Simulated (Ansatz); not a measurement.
Task: Zn (hcp (Mg type), space group No. 194) is relaxed with LDA in the plane-wave PAW code Ansatz. What lattice parameters of the conventional cell result?

Result: a = 2.549 Å, c = 4.862 Å.

Space group P6_3/mmc (hcp (Mg type)). The LDA relaxation kept the symmetry of its start. Axis ratios of metals converge slowly with the k-mesh, so a and c are less sure than the volume.

Potentials: the earlier of the program's two PAW sets. The files were generated under PBE; for other functionals the program regenerates the frozen cores, and for LDA and PBEsol the local potential too.
